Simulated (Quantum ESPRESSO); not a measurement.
## WZrNbO7F (input and log of a self-consistent run)

Computed values, not a measurement. The program is pw.x of Quantum ESPRESSO 7.5 (plane-wave density functional theory). The cell is made up: 11 atoms on a rutile lattice with one site empty, with randomly drawn elements, strain and displacements, not relaxed. PseudoDojo standard norm-conserving files (v0.5 for PBE, v0.4.1 for LDA and PBEsol) set the functional; there is no spin polarisation, spin-orbit coupling or dispersion term, and the masses in the input are unused placeholders.

Input:

```
&control calculation='scf', pseudo_dir='./dojo.nc.sr.pbe.v0_5.standard.upf', outdir='./o', disk_io='low', tprnfor=.true., tstress=.true. /
&system ibrav=0, nat=11, ntyp=5, nbnd=50, ecutwfc=107.82251126, nosym=.true., tot_charge=0,
 occupations='smearing', smearing='fd', degauss=0.0018374661
/
&electrons conv_thr=7.350e-09, electron_maxstep=60, /
ATOMIC_SPECIES
F 1.0 F.upf
Nb 1.0 Nb.upf
O 1.0 O.upf
W 1.0 W.upf
Zr 1.0 Zr.upf
CELL_PARAMETERS angstrom
4.7448 -0.0725 0.0265
-0.0725 4.7051 -0.023
0.0344 -0.0298 6.1661
ATOMIC_POSITIONS angstrom
W 0.0754 0.0126 0.0002
Zr -0.0198 -0.0685 3.1337
Nb 2.3856 2.3046 4.675
O 1.363 1.4256 -0.107
O 3.19 3.2707 -0.0654
O 3.8033 0.7464 1.507
O 0.7783 3.7759 1.5982
F 1.3772 1.2952 3.0864
O 3.2686 3.2127 3.1237
O 3.7873 0.8438 4.6207
O 0.8874 3.6919 4.6172
K_POINTS automatic
7 7 6 1 1 1
```

The log is shortened where brackets say so; the opening notice, blank lines, dates and the lines on written files are dropped, and the path of the files is cut. It prints rydbergs, bohrs and kilobars, and counts compression as positive stress. With no partly filled state, the Fermi energy that it prints is only some level between the filled and the empty states on the mesh, and need not lie in the true gap.

```
     Program PWSCF v.7.5
     Parallel version (MPI & OpenMP), running on       4 processor cores
     Number of MPI processes:                 4
     Threads/MPI process:                     1
     [start-up lines left out]
     bravais-lattice index     =            0
     lattice parameter (alat)  =       8.9676  a.u.
     unit-cell volume          =     928.6846 (a.u.)^3
     number of atoms/cell      =           11
     number of atomic types    =            5
     number of electrons       =        88.00
     number of Kohn-Sham states=           50
     kinetic-energy cutoff     =     107.8225  Ry
     charge density cutoff     =     431.2900  Ry
     scf convergence threshold =      7.3E-09
     mixing beta               =       0.7000
     number of iterations used =            8  plain     mixing
     Exchange-correlation= PBE
                           (   1   4   3   4   0   0   0)
     [axes and pseudopotential details left out]
   Cartesian axes
     site n.     atom                  positions (alat units)
         1        W      tau(   1) = (   0.0158890   0.0026552   0.0000421  )
         2        Zr     tau(   2) = (  -0.0041724  -0.0144349   0.6603620  )
         3        Nb     tau(   3) = (   0.5027155   0.4856464   0.9851588  )
         4        O      tau(   4) = (   0.2872238   0.3004155  -0.0225480  )
         5        O      tau(   5) = (   0.6722260   0.6892318  -0.0137817  )
         6        O      tau(   6) = (   0.8014662   0.1572882   0.3175688  )
         7        O      tau(   7) = (   0.1640105   0.7956922   0.3367873  )
         8        F      tau(   8) = (   0.2902162   0.2729364   0.6503945  )
         9        O      tau(   9) = (   0.6887893   0.6770096   0.6582547  )
        10        O      tau(  10) = (   0.7980945   0.1778133   0.9737162  )
        11        O      tau(  11) = (   0.1870011   0.7779910   0.9729787  )
     number of k points=   147  Fermi-Dirac smearing, width (Ry)=  0.0018
     Number of k-points >= 100: set verbosity='high' to print them.
     Dense  grid:   140559 G-vectors     FFT dimensions: (  60,  60,  80)
     Estimated max dynamical RAM per process >     724.66 MB
     Estimated total dynamical RAM >       2.73 GB
     Initial potential from superposition of free atoms
     starting charge      87.9948, renormalised to      88.0000
     Starting wfcs are   62 randomized atomic wfcs
     total cpu time spent up to now is       14.9 secs
     per-process dynamical memory:   641.2 Mb
     Self-consistent Calculation
     iteration #  1     ecut=   107.82 Ry     beta= 0.70
     Davidson diagonalization with overlap
     ethr =  1.00E-02,  avg # of iterations =  2.0
     total cpu time spent up to now is       46.8 secs
     total energy              =    -655.67745426 Ry
     estimated scf accuracy    <       6.02826477 Ry
     iteration #  2     ecut=   107.82 Ry     beta= 0.70
     Davidson diagonalization with overlap
     ethr =  6.85E-03,  avg # of iterations =  6.0
     total cpu time spent up to now is       99.6 secs
     total energy              =    -650.67205610 Ry
     estimated scf accuracy    <      58.17033179 Ry
     iteration #  3     ecut=   107.82 Ry     beta= 0.70
     Davidson diagonalization with overlap
     ethr =  6.85E-03,  avg # of iterations =  6.1
     total cpu time spent up to now is      147.0 secs
     total energy              =    -658.43448098 Ry
     estimated scf accuracy    <       5.74584033 Ry
     iteration #  4     ecut=   107.82 Ry     beta= 0.70
     Davidson diagonalization with overlap
     ethr =  6.53E-03,  avg # of iterations =  2.0
     total cpu time spent up to now is      176.6 secs
     total energy              =    -658.99464362 Ry
     estimated scf accuracy    <       0.92079663 Ry
     iteration #  5     ecut=   107.82 Ry     beta= 0.70
     Davidson diagonalization with overlap
     ethr =  1.05E-03,  avg # of iterations =  2.0
     total cpu time spent up to now is      205.6 secs
     total energy              =    -659.00728657 Ry
     estimated scf accuracy    <       0.44997995 Ry
     [iterations 6 to 13 left out]
     iteration # 14     ecut=   107.82 Ry     beta= 0.70
     Davidson diagonalization with overlap
     ethr =  5.72E-08,  avg # of iterations =  2.0
     total cpu time spent up to now is      513.4 secs
     total energy              =    -659.01327218 Ry
     estimated scf accuracy    <       0.00000780 Ry
     iteration # 15     ecut=   107.82 Ry     beta= 0.70
     Davidson diagonalization with overlap
     ethr =  8.86E-09,  avg # of iterations =  3.5
     total cpu time spent up to now is      545.8 secs
     total energy              =    -659.01327370 Ry
     estimated scf accuracy    <       0.00000064 Ry
     iteration # 16     ecut=   107.82 Ry     beta= 0.70
     Davidson diagonalization with overlap
     ethr =  7.31E-10,  avg # of iterations =  4.9
     total cpu time spent up to now is      585.1 secs
     total energy              =    -659.01327395 Ry
     estimated scf accuracy    <       0.00000013 Ry
     iteration # 17     ecut=   107.82 Ry     beta= 0.70
     Davidson diagonalization with overlap
     ethr =  1.44E-10,  avg # of iterations =  2.8
     total cpu time spent up to now is      617.9 secs
     total energy              =    -659.01327398 Ry
     estimated scf accuracy    <       0.00000001 Ry
     iteration # 18     ecut=   107.82 Ry     beta= 0.70
     Davidson diagonalization with overlap
     ethr =  1.33E-11,  avg # of iterations =  4.5
     total cpu time spent up to now is      655.8 secs
     End of self-consistent calculation
     Number of k-points >= 100: set verbosity='high' to print the bands.
     the Fermi energy is     8.3431 ev
!    total energy              =    -659.01327398 Ry
     estimated scf accuracy    <          3.8E-09 Ry
     smearing contrib. (-TS)   =      -0.00000000 Ry
     internal energy E=F+TS    =    -659.01327398 Ry
     The total energy is F=E-TS. E is the sum of the following terms:
     one-electron contribution =    -232.07591191 Ry
     hartree contribution      =     159.67038117 Ry
     xc contribution           =    -148.55392885 Ry
     ewald contribution        =    -438.05381439 Ry
     convergence has been achieved in  18 iterations
     Forces acting on atoms (cartesian axes, Ry/au):
     atom    1 type  4   force =    -0.06253422    0.00503250    0.32516993
     atom    2 type  5   force =    -0.07291589   -0.04220840   -0.16538303
     atom    3 type  2   force =     0.11494468    0.09299613   -0.02454410
     atom    4 type  3   force =    -0.07386263   -0.08646182   -0.01296165
     atom    5 type  3   force =     0.04691366    0.02082468   -0.07471695
     atom    6 type  3   force =     0.05262569   -0.01600529   -0.13971844
     atom    7 type  3   force =     0.01566063    0.01053605   -0.21009103
     atom    8 type  1   force =     0.07623939    0.07856662    0.02799259
     atom    9 type  3   force =    -0.08574776   -0.08364268    0.09248005
     atom   10 type  3   force =    -0.01979347    0.02948310    0.10757214
     atom   11 type  3   force =     0.00846992   -0.00912089    0.07420049
     Total force =     0.555973     Total SCF correction =     0.000194
     Computing stress (Cartesian axis) and pressure
          total   stress  (Ry/bohr**3)                   (kbar)     P=       39.09
   0.00050053   0.00012280  -0.00008465           73.63       18.06      -12.45
   0.00012280   0.00056771   0.00023763           18.06       83.51       34.96
  -0.00008465   0.00023763  -0.00027100          -12.45       34.96      -39.87
     init_run     :     14.13s CPU     14.72s WALL (       1 calls)
     electrons    :    639.42s CPU    640.97s WALL (       1 calls)
     forces       :      6.52s CPU      6.55s WALL (       1 calls)
     stress       :     23.01s CPU     23.71s WALL (       1 calls)
     [timing details left out]
     PWSCF        :  11m23.45s CPU  11m26.89s WALL
     JOB DONE.
```

In other units: free energy -8966.332 eV for the cell, pressure 3.91 GPa, largest force component 8.360 eV/Å. This run is the check on a run of the same cell at a cutoff of 1143 eV and k mesh 5 x 5 x 4: rerunning at a cutoff of 1467 eV and k mesh 7 x 7 x 6 moved values by no more than 0.006 eV in energy, 0.02 GPa in stress and 0.004 eV/Å in force.